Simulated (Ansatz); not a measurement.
ZrOs (CsCl type, Pm-3m) under volume change, plane-wave PAW LDA (Ansatz code), scaled uniformly.

| V (Å³/atom) | E − E(relaxed) (meV/atom) | P (GPa) |
|---|---|---|
| 15.277 | 116.8 | 26.87 |
| 15.781 | 49.2 | 16.48 |
| 16.285 | 11.7 | 7.62 |
| 16.788 | 0.0 | 0.00 |
| 17.292 | [?] | [?] |
| 17.796 | [?] | [?] |
| 18.299 | 85.9 | -16.91 |

Problem. Fill in the missing entries.

Solution. 
- 17.292, E − E(relaxed) (meV/atom): 10.5
- 17.292, P (GPa): -6.53
- 17.796, E − E(relaxed) (meV/atom): 40.1
- 17.796, P (GPa): -12.12

Problem. What does a third-order Birch–Murnaghan fit give for V₀, B₀ and B′?

Solution. V₀ = 16.79 Å³/atom, B₀ = 234 GPa, B′ = 4.1.

The workflow started from a Materials Project entry (that database holds measured and hypothetical structures alike); the Crystallography Open Database files this formula in space group No. 221, but the cells were not matched. Whether it is the stable phase at ambient conditions was not checked. Symmetry was held in the LDA relaxation; of distortions, only those at the zone centre were tested. No spin polarisation was allowed. Spin–orbit coupling is left out wherever it is not named.

Potentials: the later of the program's two PAW sets.
